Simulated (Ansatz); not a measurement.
Crystals of one structure type (rock salt) and one family of elements, relaxed and computed with LDA in the plane-wave PAW code Ansatz.

```json
[
 {"crystal": "MgO", "V (Å³/atom)": "8.99", "B₀ by P(V) fit (GPa)": "172"},
 {"crystal": "CaO", "V (Å³/atom)": "13.04", "B₀ by P(V) fit (GPa)": "129"},
 {"crystal": "SrO", "V (Å³/atom)": "16.24", "B₀ by P(V) fit (GPa)": "104"},
 {"crystal": "BaO", "V (Å³/atom)": "20.06", "B₀ by P(V) fit (GPa)": "?"},
 {"crystal": "MgTe", "V (Å³/atom)": "24.97", "B₀ by P(V) fit (GPa)": "53.0"},
 {"crystal": "BaS", "V (Å³/atom)": "30.83", "B₀ by P(V) fit (GPa)": "50.8"},
 {"crystal": "BaTe", "V (Å³/atom)": "40.46", "B₀ by P(V) fit (GPa)": "35.3"}
]
```

Q: Fit a straight line to ln B₀ against ln V and predict the withheld value.

A: Least squares on the 6 shown rows: ln B₀ = -1.09 × ln V + (7.604), with a scatter of 7 %. For BaO this gives 76.4. The run itself gave 85.8, outside the scatter: the line misses something about this case.

Standing as an ambient phase not checked: MgTe, rock salt. All cells were relaxed under the symmetry of their starts (and spin orders); stability against distortions was not tested throughout. Scalar-relativistic: spin–orbit coupling is off unless named, which matters more the heavier the elements.

Potentials: the later of the program's two PAW sets.
